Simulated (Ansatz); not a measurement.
ScSi:
```yaml
crystal:
  lattice:
    - [1.97561, -4.91049, 0.00000]
    - [1.97561, 4.91049, 0.00000]
    - [0.00000, 0.00000, 3.63582]
  atoms:
    - { symbol: Sc, position: [0.13905, 0.86095, 0.75000] }
    - { symbol: Sc, position: [0.86095, 0.13905, 0.25000] }
    - { symbol: Si, position: [0.41840, 0.58160, 0.75000] }
    - { symbol: Si, position: [0.58160, 0.41840, 0.25000] }
```

Relaxed with PBEsol. Special points in fractions of this cell's reciprocal vectors: Γ (0.000, 0.000, 0.000); Y (-0.500, 0.500, 0.000); C0 (-0.290, 0.710, 0.000); Σ0 (0.290, 0.290, 0.000); Z (0.000, 0.000, 0.500); A0 (0.290, 0.290, 0.500); E0 (-0.290, 0.710, 0.500); T (-0.500, 0.500, 0.500); S (0.000, 0.500, 0.000); R (0.000, 0.500, 0.500).

**Question.** List the band energies nearest the Fermi level at these points for PBEsol in the plane-wave PAW code Ansatz.

**Answer.** In eV from the Fermi level; about four levels below and three above (degenerate sets whole), none deeper than 8.9 eV; points with the same levels are listed once.

```
k                     below                above
--  -----------------------  -------------------
Γ   -3.22 -2.17 -1.48 -1.18       0.07 0.75 1.46
Y   -1.74 -1.67 -1.01 -0.51       1.23 1.36 1.80
C0  -4.97 -2.14 -2.01 -1.86       0.48 0.71 1.33
Z   -1.79 -1.79 -1.18 -1.18  2.83 2.83 3.18 3.18
A0  -2.60 -2.60 -0.28 -0.28  2.06 2.06 3.29 3.29
T   -1.39 -1.39 -0.05 -0.05  1.47 1.47 2.33 2.33
S   -4.45 -3.13 -2.13 -1.60       0.31 0.79 1.47
R   -2.55 -2.55 -0.61 -0.61  2.50 2.50 3.26 3.26
```

Space group Cmcm. The first step of the workflow began from a Materials Project structure, measured or hypothetical; the Crystallography Open Database copy checked does not list it. Its standing as an ambient phase is unchecked. Symmetry was held in the PBEsol relaxation; of distortions, only those at the zone centre were tested. No spin polarisation was allowed.

Potentials: the later of the program's two PAW sets.
